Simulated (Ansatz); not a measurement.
Trial structure of B4Ru, not yet relaxed:

```xyz
5
Lattice="2.9672 0.0000 0.0000 -1.4836 2.5697 0.0000 0.0000 0.0000 5.5854" Properties=species:S:1:pos:R:3 pbc="T T T"
B     1.4836    0.0000    0.0000
B    -0.7418    1.2848    0.0000
B     0.7418    1.2848    0.0000
B     0.0000    0.0000    0.0000
Ru    0.0000    0.0000    2.7927
```

These are results of Ansatz 0.2.0, DFT PBE, scalar-relativistic, plane waves, PAW, not measurements. Plane waves to 420 eV, a k mesh through Γ of 6×6×4 on the computed 5-atom cell and Gaussian smearing (0.10 eV); no spin polarisation.

The zero of energy is the elements' standard structures at the same level; no fitted shifts are applied.

Question: Estimate its pressure, forces and energy as it stands.

Answer: The pressure is 79.8 GPa (the mean over three directions, positive in compression), the largest force is 0.00 eV/Å (symmetry fixes the atoms), and the energy is +2.18 eV/atom against the elements. The shortest distance is 1.48 Å.

Question: How much does it gain on relaxing, and where does it end?

Answer: Relaxing gains about 1.3 eV/atom (the start's value is from the coarse mesh, so the gain is rough) in 17 ionic steps and ends at +0.85 eV/atom on the finer mesh. The symmetry stays P6/mmm (No. 191). The volume per atom grows by 4.1 %, from 8.5 to 8.9 Å³. The shortest distance goes from 1.48 Å (B–B) to 1.77 Å (B–B). The ratio c/a of the conventional cell changes by a factor of 0.62. Conventional cell: a = 3.534 Å, c = 4.098 Å. Around B on a site of symmetry mmm lie 6 B at 1.77 Å; B on a site of symmetry 6/mmm has 6 B at 1.77 Å and 2 Ru at 2.05 Å; Ru is surrounded by 2 B at 2.05 Å and 12 B at 2.71 Å.

The last run used a 12×12×10 mesh (in the run's order of axes) for its 5-atom cell and Gaussian smearing of 0.10 eV. The relaxation can't lower the symmetry of the start. A structure relaxed within its symmetry needn't be a true minimum. Another cell of B4Ru relaxed alike, in C2/m, lies 0.91 eV/atom lower, so this cell isn't the stable form at this level.
